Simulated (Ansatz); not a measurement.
Here is the system:

MoRu:
```xyz
2
Lattice="2.7646 0.0000 0.0000 0.0000 2.7646 0.0000 0.0000 0.0000 3.8157" Properties=species:S:1:pos:R:3 pbc="T T T"
Ru     0.0000     0.0000     0.0000
Mo     1.3823     1.3823     1.9078
```

This is the r²SCAN-relaxed structure.

Question: All from the program Ansatz at the r²SCAN level (PAW), unless another level is named. Predict the density of states at the Fermi level.

Answer: 1.1 states/eV per atom (mean over ±0.08 eV).

Question: Next, the formation energy from the elements (no fitted shifts)?

Answer: 0.077 eV/atom.

Question: Predict the gap with spin–orbit coupling.

Answer: none (metallic).

Space group P4/mmm (L1₀ or tetragonal B2). The start of the workflow was typed in or built on a structure type; neither database checked (COD, Materials Project) lists it. Whether it is the stable phase at ambient conditions was not checked. Symmetry was held in the r²SCAN relaxation; whether a distortion lowers the energy is not shown. The run is not spin-polarised. The references are the lowest solids computed at this level, not always the standard phases. Spin–orbit coupling is left out wherever it is not named.

Potentials: the earlier of the program's two PAW sets.
